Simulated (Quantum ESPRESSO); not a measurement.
# Ga3MgSP3: finding a planted mistake in a log

Simulated, not a measurement. The program is pw.x of Quantum ESPRESSO 7.5 (plane-wave density functional theory). The cell is made up: 8 atoms on a zincblende/diamond lattice, with randomly drawn elements, strain and displacements, not relaxed. PseudoDojo standard norm-conserving files (v0.5 for PBE, v0.4.1 for LDA and PBEsol) set the functional; there is no spin polarisation, spin-orbit coupling or dispersion term, and the masses in the input are unused placeholders.

Intended input:

```
&control calculation='scf', pseudo_dir='./dojo.nc.sr.pbe.v0_5.standard.upf', outdir='./o', disk_io='medium', tprnfor=.true., tstress=.true. /
&system ibrav=0, nat=8, ntyp=4, nbnd=41, ecutwfc=84.00895049, nosym=.true., tot_charge=0,
 occupations='smearing', smearing='fd', degauss=0.0018374661
/
&electrons conv_thr=7.350e-09, electron_maxstep=60, /
ATOMIC_SPECIES
Ga 1.0 Ga.upf
Mg 1.0 Mg.upf
P 1.0 P.upf
S 1.0 S.upf
CELL_PARAMETERS angstrom
5.3652 0.0187 -0.0184
0.0187 5.3303 -0.0471
-0.0184 -0.0471 5.4604
ATOMIC_POSITIONS angstrom
Ga -0.0123 0.0182 0.0571
Mg -0.0322 2.6576 2.7336
Ga 2.6018 -0.0387 2.7159
Ga 2.6325 2.6432 -0.1128
S 1.3005 1.428 1.2962
P 1.3056 3.9841 4.0356
P 4.0455 1.3618 4.1035
P 4.1019 4.0507 1.3567
K_POINTS automatic
4 4 4 1 1 1
```

The log is shortened where brackets say so; the opening notice, blank lines, dates and the lines on written files are dropped, and the path of the files is cut. It prints rydbergs, bohrs and kilobars, and counts compression as positive stress. Where no state is partly filled, the Fermi energy that it prints is only some level between the filled and the empty states on the mesh, and need not lie in the true gap.

Log of the intended run:

```
     Program PWSCF v.7.5
     Parallel version (MPI & OpenMP), running on       1 processor cores
     Number of MPI processes:                 1
     Threads/MPI process:                     1
     [start-up lines left out]
     bravais-lattice index     =            0
     lattice parameter (alat)  =      10.1389  a.u.
     unit-cell volume          =    1053.6959 (a.u.)^3
     number of atoms/cell      =            8
     number of atomic types    =            4
     number of electrons       =        70.00
     number of Kohn-Sham states=           41
     kinetic-energy cutoff     =      84.0090  Ry
     charge density cutoff     =     336.0358  Ry
     scf convergence threshold =      7.3E-09
     mixing beta               =       0.7000
     number of iterations used =            8  plain     mixing
     Exchange-correlation= PBE
                           (   1   4   3   4   0   0   0)
     [axes and pseudopotential details left out]
   Cartesian axes
     site n.     atom                  positions (alat units)
         1        Ga     tau(   1) = (  -0.0022925   0.0033922   0.0106425  )
         2        Mg     tau(   2) = (  -0.0060016   0.4953344   0.5094996  )
         3        Ga     tau(   3) = (   0.4849342  -0.0072131   0.5062006  )
         4        Ga     tau(   4) = (   0.4906562   0.4926505  -0.0210241  )
         5        S      tau(   5) = (   0.2423925   0.2661565   0.2415911  )
         6        P      tau(   6) = (   0.2433431   0.7425729   0.7521717  )
         7        P      tau(   7) = (   0.7540169   0.2538179   0.7648272  )
         8        P      tau(   8) = (   0.7645290   0.7549861   0.2528673  )
     number of k points=    32  Fermi-Dirac smearing, width (Ry)=  0.0018
                       cart. coord. in units 2pi/alat
        k(    1) = (   0.1249871   0.1264801   0.1243343), wk =   0.0625000
        k(    2) = (   0.1258220   0.1286479   0.3700001), wk =   0.0625000
     [further k points left out]
     Dense  grid:   109649 G-vectors     FFT dimensions: (  60,  60,  64)
     Estimated max dynamical RAM per process >     148.60 MB
     Initial potential from superposition of free atoms
     starting charge      69.9907, renormalised to      70.0000
     Starting wfcs are   48 randomized atomic wfcs
     total cpu time spent up to now is       19.1 secs
     per-process dynamical memory:    84.9 Mb
     Self-consistent Calculation
     iteration #  1     ecut=    84.01 Ry     beta= 0.70
     Davidson diagonalization with overlap
     ethr =  1.00E-02,  avg # of iterations =  4.2
     Threshold (ethr) on eigenvalues was too large:
     Diagonalizing with lowered threshold
     Davidson diagonalization with overlap
     ethr =  6.05E-04,  avg # of iterations =  1.8
     total cpu time spent up to now is       81.1 secs
     total energy              =    -641.27639412 Ry
     estimated scf accuracy    <       0.42423942 Ry
     iteration #  2     ecut=    84.01 Ry     beta= 0.70
     Davidson diagonalization with overlap
     ethr =  6.06E-04,  avg # of iterations =  3.9
     total cpu time spent up to now is      109.9 secs
     total energy              =    -641.37333095 Ry
     estimated scf accuracy    <       0.15779163 Ry
     [iterations 3 to 8 left out]
     iteration #  9     ecut=    84.01 Ry     beta= 0.70
     Davidson diagonalization with overlap
     ethr =  1.44E-10,  avg # of iterations =  2.8
     total cpu time spent up to now is      340.8 secs
     total energy              =    -641.41185590 Ry
     estimated scf accuracy    <       0.00000002 Ry
     iteration # 10     ecut=    84.01 Ry     beta= 0.70
     Davidson diagonalization with overlap
     ethr =  2.35E-11,  avg # of iterations =  2.1
     total cpu time spent up to now is      372.7 secs
     End of self-consistent calculation
     [lines on levels left out]
     the Fermi energy is     8.0105 ev
!    total energy              =    -641.41185590 Ry
     estimated scf accuracy    <          2.2E-09 Ry
     smearing contrib. (-TS)   =      -0.00000000 Ry
     internal energy E=F+TS    =    -641.41185590 Ry
     The total energy is F=E-TS. E is the sum of the following terms:
     one-electron contribution =    -323.52763556 Ry
     hartree contribution      =     204.99580408 Ry
     xc contribution           =    -160.54829432 Ry
     ewald contribution        =    -362.33173010 Ry
     convergence has been achieved in  10 iterations
     Forces acting on atoms (cartesian axes, Ry/au):
     atom    1 type  1   force =    -0.02028419   -0.01455530   -0.03795188
     atom    2 type  2   force =    -0.00382022   -0.01053003   -0.00295845
     atom    3 type  1   force =     0.04491740    0.01038572    0.01552360
     atom    4 type  1   force =     0.04531242    0.05156640    0.00911941
     atom    5 type  4   force =     0.02913671   -0.02931171    0.00815021
     atom    6 type  3   force =     0.01661355    0.03565154    0.04037109
     atom    7 type  3   force =    -0.03961107   -0.05189213    0.00638207
     atom    8 type  3   force =    -0.07226460    0.00868551   -0.03863606
     Total force =     0.159387     Total SCF correction =     0.000116
     Computing stress (Cartesian axis) and pressure
          total   stress  (Ry/bohr**3)                   (kbar)     P=       96.96
   0.00063697   0.00001353  -0.00005798           93.70        1.99       -8.53
   0.00001353   0.00069929  -0.00005711            1.99      102.87       -8.40
  -0.00005798  -0.00005711   0.00064111           -8.53       -8.40       94.31
     init_run     :     16.78s CPU     18.91s WALL (       1 calls)
     electrons    :    339.89s CPU    353.58s WALL (       1 calls)
     forces       :      6.91s CPU      6.97s WALL (       1 calls)
     stress       :     22.47s CPU     22.58s WALL (       1 calls)
     [timing details left out]
     PWSCF        :   6m26.39s CPU   6m43.08s WALL
     JOB DONE.
```

A second run was made from an input with one planted mistake. Its log:

```
     Program PWSCF v.7.5
     Parallel version (MPI & OpenMP), running on       1 processor cores
     Number of MPI processes:                 1
     Threads/MPI process:                     1
     [start-up lines left out]
     bravais-lattice index     =            0
     lattice parameter (alat)  =      10.1389  a.u.
     unit-cell volume          =    1053.6959 (a.u.)^3
     number of atoms/cell      =            8
     number of atomic types    =            4
     number of electrons       =        70.00
     number of Kohn-Sham states=           41
     kinetic-energy cutoff     =      84.0090  Ry
     charge density cutoff     =     336.0358  Ry
     scf convergence threshold =      7.3E-09
     mixing beta               =       0.7000
     number of iterations used =            8  plain     mixing
     Exchange-correlation= PBE
                           (   1   4   3   4   0   0   0)
     [axes and pseudopotential details left out]
   Cartesian axes
     site n.     atom                  positions (alat units)
         1        P      tau(   1) = (  -0.0022925   0.0033922   0.0106425  )
         2        Mg     tau(   2) = (  -0.0060016   0.4953344   0.5094996  )
         3        Ga     tau(   3) = (   0.4849342  -0.0072131   0.5062006  )
         4        Ga     tau(   4) = (   0.4906562   0.4926505  -0.0210241  )
         5        S      tau(   5) = (   0.2423925   0.2661565   0.2415911  )
         6        P      tau(   6) = (   0.2433431   0.7425729   0.7521717  )
         7        Ga     tau(   7) = (   0.7540169   0.2538179   0.7648272  )
         8        P      tau(   8) = (   0.7645290   0.7549861   0.2528673  )
     number of k points=    32  Fermi-Dirac smearing, width (Ry)=  0.0018
                       cart. coord. in units 2pi/alat
        k(    1) = (   0.1249871   0.1264801   0.1243343), wk =   0.0625000
        k(    2) = (   0.1258220   0.1286479   0.3700001), wk =   0.0625000
     [further k points left out]
     Dense  grid:   109649 G-vectors     FFT dimensions: (  60,  60,  64)
     Estimated max dynamical RAM per process >     148.60 MB
     Initial potential from superposition of free atoms
     starting charge      69.9907, renormalised to      70.0000
     Starting wfcs are   48 randomized atomic wfcs
     total cpu time spent up to now is       15.7 secs
     per-process dynamical memory:    84.9 Mb
     Self-consistent Calculation
     iteration #  1     ecut=    84.01 Ry     beta= 0.70
     Davidson diagonalization with overlap
     ethr =  1.00E-02,  avg # of iterations =  4.1
     Threshold (ethr) on eigenvalues was too large:
     Diagonalizing with lowered threshold
     Davidson diagonalization with overlap
     ethr =  4.32E-04,  avg # of iterations =  3.3
     total cpu time spent up to now is       84.4 secs
     total energy              =    -641.04458818 Ry
     estimated scf accuracy    <       0.30502649 Ry
     iteration #  2     ecut=    84.01 Ry     beta= 0.70
     Davidson diagonalization with overlap
     ethr =  4.36E-04,  avg # of iterations =  4.8
     total cpu time spent up to now is      123.3 secs
     total energy              =    -641.04229634 Ry
     estimated scf accuracy    <       0.36259850 Ry
     [iterations 3 to 9 left out]
     iteration # 10     ecut=    84.01 Ry     beta= 0.70
     Davidson diagonalization with overlap
     ethr =  1.31E-10,  avg # of iterations =  3.2
     total cpu time spent up to now is      388.8 secs
     total energy              =    -641.13949825 Ry
     estimated scf accuracy    <       0.00000002 Ry
     iteration # 11     ecut=    84.01 Ry     beta= 0.70
     Davidson diagonalization with overlap
     ethr =  3.53E-11,  avg # of iterations =  2.0
     total cpu time spent up to now is      419.3 secs
     End of self-consistent calculation
     [lines on levels left out]
     the Fermi energy is     8.2966 ev
!    total energy              =    -641.13949825 Ry
     estimated scf accuracy    <          3.7E-09 Ry
     smearing contrib. (-TS)   =      -0.00032503 Ry
     internal energy E=F+TS    =    -641.13917322 Ry
     The total energy is F=E-TS. E is the sum of the following terms:
     one-electron contribution =    -346.58954828 Ry
     hartree contribution      =     216.82735887 Ry
     xc contribution           =    -160.36745947 Ry
     ewald contribution        =    -351.00952435 Ry
     convergence has been achieved in  11 iterations
     Forces acting on atoms (cartesian axes, Ry/au):
     atom    1 type  3   force =    -0.02773183   -0.02682925   -0.03030023
     atom    2 type  2   force =     0.01060049   -0.00812736   -0.02336768
     atom    3 type  1   force =     0.03044820    0.02304000   -0.00184440
     atom    4 type  1   force =     0.02306931    0.04671025    0.01968915
     atom    5 type  4   force =     0.01645940   -0.03797891    0.01006641
     atom    6 type  3   force =    -0.00442013    0.04347046    0.07083331
     atom    7 type  1   force =    -0.00766438   -0.06514620    0.01946752
     atom    8 type  3   force =    -0.04076106    0.02486102   -0.06454407
     Total force =     0.166021     Total SCF correction =     0.000388
     Computing stress (Cartesian axis) and pressure
          total   stress  (Ry/bohr**3)                   (kbar)     P=      111.38
   0.00073856   0.00002824  -0.00002474          108.65        4.15       -3.64
   0.00002824   0.00078503   0.00000470            4.15      115.48        0.69
  -0.00002474   0.00000470   0.00074791           -3.64        0.69      110.02
     init_run     :     14.18s CPU     15.50s WALL (       1 calls)
     electrons    :    380.73s CPU    403.66s WALL (       1 calls)
     forces       :      6.21s CPU      6.27s WALL (       1 calls)
     stress       :     21.86s CPU     21.98s WALL (       1 calls)
     [timing details left out]
     PWSCF        :   7m 3.28s CPU   7m28.14s WALL
     JOB DONE.
```

Question: what was wrong in the second input?

Answer: two atoms have their elements exchanged. The input lines that differ, file-writing options aside:

```
- Ga -0.0123 0.0182 0.0571
+ P -0.0123 0.0182 0.0571
- P 4.0455 1.3618 4.1035
+ Ga 4.0455 1.3618 4.1035
```

```
                                            intended run  run with the mistake
                          free energy (eV)     -8726.853             -8723.147
                    smearing term -TS (eV)        0.0000               -0.0044
                            pressure (GPa)          9.70                 11.14
            largest force component (eV/Å)         1.858                 1.821
largest change of a force component (eV/Å)                               0.821
                                iterations            10                    11
```

For scale, a rerun of the intended cell at 1437 eV and a 6 x 6 x 6 mesh moved values by no more than 0.007 eV in energy, 0.02 GPa in stress and 0.003 eV/Å in force.